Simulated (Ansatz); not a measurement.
# NaS₃: start and end of a relaxation

A trial structure of NaS₃ was built thus: random cell by space group and Wyckoff sites (P6/mmm, No. 191). The dimensions are guesses.

start.cif

```cif
data_structure
_symmetry_space_group_name_H-M 'P6/mmm'
_symmetry_Int_Tables_number 191
_cell_length_a 4.9209
_cell_length_b 4.9209
_cell_length_c 4.7300
_cell_angle_alpha 90.000
_cell_angle_beta 90.000
_cell_angle_gamma 120.000
_cell_volume 99.19
loop_
_atom_site_label
_atom_site_type_symbol
_atom_site_symmetry_multiplicity
_atom_site_Wyckoff_symbol
_atom_site_fract_x
_atom_site_fract_y
_atom_site_fract_z
_atom_site_occupancy
Na1 Na 1 b 0.00000 0.00000 0.50000 1
S1 S 3 g 0.50000 0.00000 0.50000 1
```

Level of theory: DFT PBE, scalar-relativistic, plane waves, PAW in Ansatz. Cutoff 420 eV, Gaussian smearing, Γ-centred meshes. Cell and atoms relax first on a coarse mesh and then on a finer one. In between, the cell is made exact in the group found at 0.06 Å. In metals the finer mesh still leaves noise of several meV/atom or more. The steps can't lower the symmetry of their start. No spin polarisation.

end.cif

```cif
data_structure
_symmetry_space_group_name_H-M 'P6/mmm'
_symmetry_Int_Tables_number 191
_cell_length_a 5.2684
_cell_length_b 5.2684
_cell_length_c 3.5912
_cell_angle_alpha 90.000
_cell_angle_beta 90.000
_cell_angle_gamma 120.000
_cell_volume 86.33
loop_
_atom_site_label
_atom_site_type_symbol
_atom_site_symmetry_multiplicity
_atom_site_Wyckoff_symbol
_atom_site_fract_x
_atom_site_fract_y
_atom_site_fract_z
_atom_site_occupancy
Na1 Na 1 b 0.00000 0.00000 0.50000 1
S1 S 3 g 0.50000 0.00000 0.50000 1
```

The symmetry stays P6/mmm (No. 191). The volume per atom shrinks by 13.0 %, from 24.8 to 21.6 Å³. The shortest distance goes from 2.46 Å (Na–S and S–S) to 2.63 Å (Na–S and S–S). The ratio c/a of the conventional cell changes by a factor of 0.71. The energy falls by about 0.13 eV/atom (the start's value is from the coarse mesh).

* Volume per atom: 21.58 Å³
* Density: 2.29 g/cm³
* Formation energy: +0.23 eV/atom
* Gap on the 12×12×14 mesh of the 4-atom cell: 0 eV (a metal)

Formation energies are uncorrected and refer to the elements' standard structures at the same level. A positive value: parting into the elements would lower its energy.

The last run used Gaussian smearing of 0.10 eV. An odd number of electrons in the primitive cell allows no gap without spin; a larger cell or a magnetic state could open one. The cell is a metal run without spin; a magnetic state may lie lower. The reference form of S is held partly by dispersion forces, which this level lacks. Symmetry constrained the relaxation, so the result can be a saddle point. In all, the 4 runs took 3.2 min on 1 thread of Arm Neoverse V2, with other jobs on the host.
